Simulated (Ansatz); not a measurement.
Al₂Cu:
```cif
data_Al8Cu4
_chemical_formula_sum 'Al8 Cu4'
_space_group_name_H-M_alt 'I4/mcm'
_space_group_IT_number 140
_space_group_name_Hall '-I 4 2c'
_cell_length_a 6.05143
_cell_length_b 6.05143
_cell_length_c 4.88756
_cell_angle_alpha 90.000
_cell_angle_beta 90.000
_cell_angle_gamma 90.000
loop_
_atom_site_label
_atom_site_type_symbol
_atom_site_symmetry_multiplicity
_atom_site_Wyckoff_symbol
_atom_site_fract_x
_atom_site_fract_y
_atom_site_fract_z
_atom_site_occupancy
Al1 Al 8 h 0.15863 0.34137 0.00000 1
Cu1 Cu 4 a 0.00000 0.00000 0.25000 1
```
(The calculation used a cell of 6 atoms; values per cell refer to that cell.)

Relaxed at zero pressure with PBE (plane waves, PAW; program Ansatz).

Q: The volume is raised by 3 % and shape and atoms relax at that volume. What pressure results, and how do the axes share the change?

A: -2.8 GPa; a 0.9 %, b 0.9 %, c 1.1 %; the energy rises by 4 meV/atom.

Q: Give the new structure.

A: 
Space group I4/mcm (No. 140); a = 6.108 Å, b = 6.108 Å, c = 4.941 Å, α = 90.00°, β = 90.00°, γ = 90.00°

```json
[
 {"atom": "Al", "site": "8h", "symmetry": "m.2m", "x": "0.1589", "y": "0.3411", "z": "0.0000"},
 {"atom": "Cu", "site": "4a", "symmetry": "422", "x": "0.0000", "y": "0.0000", "z": "0.2500"}
]
```

The phase is kept; no other phase was compared at this pressure.

The PBE relaxation kept the symmetry of its start. The run is not spin-polarised. Axis ratios of metals converge slowly with the k-mesh, so a and c are less sure than the volume.

Potentials: the later of the program's two PAW sets.
